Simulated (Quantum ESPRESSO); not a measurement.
# Where does Ge sit best among Al sites?

The results below are calculated, not measured. They come from pw.x of Quantum ESPRESSO 7.5, a plane-wave density functional program, with PseudoDojo standard norm-conserving files (v0.5 for PBE, v0.4.1 for LDA and PBEsol). The cells are made up: elements, strain and atom displacements were drawn at random, and nothing was relaxed. There is no spin polarisation, spin-orbit coupling or dispersion term.

The cell has 8 sites of a zincblende or diamond lattice. Sites 1 to 4 hold X X X X; sites 5 to 8 hold As As As As. Cell vectors in Å: (5.768, 0.003, -0.065); (0.003, 5.907, 0.031); (-0.065, 0.031, 5.731). Settings: PBE, cutoff 1143 eV, 6 x 6 x 6 k mesh shifted by half a step, Fermi-Dirac smearing of 0.1 eV.

In each run one of the sites marked X holds Ge and the others hold Al; cell and positions stay the same. E is the free energy of the cell.

```
site of the guest,first shell,mean distance (Å),E above the lowest (eV),P (GPa),force on the guest (eV/Å)
1,As4,2.500,0.086,-0.40,0.446
2,As4,2.492,0.109,-0.41,0.734
3,As4,2.519,0.047,-0.42,0.761
4,As4,2.542,0.000,-0.44,0.708
```

A rerun of one of these cells at 1437 eV and k mesh 8 x 8 x 8 moved values by no more than 0.005 eV in the cell's energy, 0.02 GPa in stress and 0.005 eV/Å in force.

## Reading the table

Site 4 is lowest, by 0.047 eV, over three times the rerun's bound. A straight line of energy against the mean distance has a slope of -2.1 ± 0.1 eV/Å, so the guest costs less on the roomier sites. The positions are random and not relaxed, so the differences hold for this frozen cell and are not site preferences of a real crystal.